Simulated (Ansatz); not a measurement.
Input:

CaTaO$_{3}$:
```yaml
crystal:
  lattice:
    - [4.00526, 0.00000, 0.00000]
    - [0.00000, 4.00526, 0.00000]
    - [0.00000, 0.00000, 3.99087]
  atoms:
    - { symbol: Ta, position: [0.50000, 0.50000, 0.52424] }
    - { symbol: Ca, position: [0.00000, 0.00000, 0.13505] }
    - { symbol: O, position: [0.00000, 0.50000, 0.50536] }
    - { symbol: O, position: [0.50000, 0.00000, 0.50536] }
    - { symbol: O, position: [0.50000, 0.50000, 0.02018] }
```

This is the PBEsol-relaxed structure.

### Question
All from PBEsol in the plane-wave PAW code Ansatz, unless another level is named. Estimate the electronic character.

### Answer
metallic (no gap).

### Question
Predict the density of states at the Fermi level.

### Answer
0.23 states/eV per atom (mean over ±0.08 eV).

### Question
What about the formation energy from the elements (no fitted shifts)?

### Answer
-2.82 eV/atom.

### Question
Predict the gap with spin–orbit coupling.

### Answer
none (metallic).

Space group P4mm. The start of the workflow was typed in or built on a structure type; neither database checked (COD, Materials Project) lists it. Whether it is the stable phase at ambient conditions was not checked. The PBEsol relaxation kept the symmetry of its start; whether a distortion lowers the energy is not shown. No spin polarisation was allowed. The volume moved by -22 % from the start of the relaxation. With an odd number of electrons in the cell and no spin polarisation, the count alone makes it a metal. The references are the lowest solids computed at this level, not always the standard phases (solids in place of the gases). Spin–orbit coupling is left out wherever it is not named.

Potentials: the earlier of the program's two PAW sets. The files were generated under PBE; for other functionals the program regenerates the frozen cores, and for LDA and PBEsol the local potential too.
